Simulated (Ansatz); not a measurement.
NMR crystallography of Bi₂S₃: given against relaxed positions

Start: a COD entry (listed for 8.3 GPa), atoms as given.

Space group Pnma (No. 62); a = 10.6590, b = 3.8525, c = 10.5100 Å.

```
site  Wyckoff  site symmetry       x       y       z
 Bi1       4c            .m.  0.9954  0.2500  0.6746
 Bi5       4c            .m.  0.3263  0.2500  0.4674
  S9       4c            .m.  0.0534  0.2500  0.1301
 S13       4c            .m.  0.3752  0.2500  0.0613
 S17       4c            .m.  0.2225  0.2500  0.7966
```

One atom of each set is listed.

Computed with Ansatz: DFT, PBE, plane waves and PAW, scalar-relativistic, 420 eV cutoff, Γ-centred 3×7×3 k-points, Fermi–Dirac smearing 0.02 eV.

The largest force at the start is 0.33 eV/Å. Relaxing the ions at fixed cell moves them by 0.074 Å at most (atom 8, Bi) and 0.044 Å rms. End positions:

Bi1 (0.9915, 0.2500, 0.6776)
Bi5 (0.3214, 0.2500, 0.4724)
S9 (0.0516, 0.2500, 0.1285)
S13 (0.3748, 0.2500, 0.0594)
S17 (0.2233, 0.2500, 0.7960)

```json
{"site": "Bi1", "moved (Å)": "0.053", "first shell before": "7 S at 2.65–2.92 Å", "first shell after": "7 S at 2.70–2.87 Å", "V_zz before (10²¹ V/m²)": "-1.31", "η before": "0.88"}
{"site": "Bi5", "moved (Å)": "0.074", "first shell before": "7 S at 2.63–3.05 Å", "first shell after": "7 S at 2.67–2.99 Å", "V_zz before (10²¹ V/m²)": "-12.08", "η before": "0.16"}
{"site": "S9", "moved (Å)": "0.026", "first shell before": "5 Bi at 2.63–2.88 Å", "first shell after": "5 Bi at 2.67–2.87 Å", "V_zz before (10²¹ V/m²)": "-2.47", "η before": "0.62"}
{"site": "S13", "moved (Å)": "0.020", "first shell before": "5 Bi at 2.65–3.05 Å", "first shell after": "5 Bi at 2.70–2.99 Å", "V_zz before (10²¹ V/m²)": "-5.76", "η before": "0.00"}
{"site": "S17", "moved (Å)": "0.011", "first shell before": "4 Bi at 2.68–2.92 Å", "first shell after": "4 Bi at 2.72–2.87 Å", "V_zz before (10²¹ V/m²)": "1.42", "η before": "0.24"}
```

(1) What are V_zz and η after the relaxation?

Results:

(1) 

```
site  V_zz after  η after  change of V_zz
 Bi1       -3.86     0.08           -2.55
 Bi5       -8.92     0.28           +3.16
  S9       -1.53     0.49           +0.94
 S13       -5.43     0.18           +0.33
 S17        0.92     0.54           -0.50
```

The largest change of V_zz is on Bi5, from -12.08 to -8.92. In per cent, |V_zz| changes by -26 to +194 on Bi, -38 to -6 on S (all sites that start above 0.5). Where |V_zz| stays above 0.1 and the axes keep their order, η moves most on S17, from 0.24 to 0.54. On Bi1 V_xx and V_yy change places (or their axes turn by over 50°), so the two values of η hide a larger change.

Spin–orbit coupling is left out, which shifts gradients on Bi by a few per cent in wide-gap crystals, and can shift them far more where the calculated gap is small or absent, as here.
Before: At this cell the PBE pressure is 12 GPa, so with PBE the cell would grow if it were relaxed.
After: At this cell the PBE pressure is 11 GPa, so with PBE the cell would grow if it were relaxed. With a gap of 1.0 eV on this mesh, small gradients can still move by 0.1 × 10²¹ V/m² or more as the k-mesh gets denser.
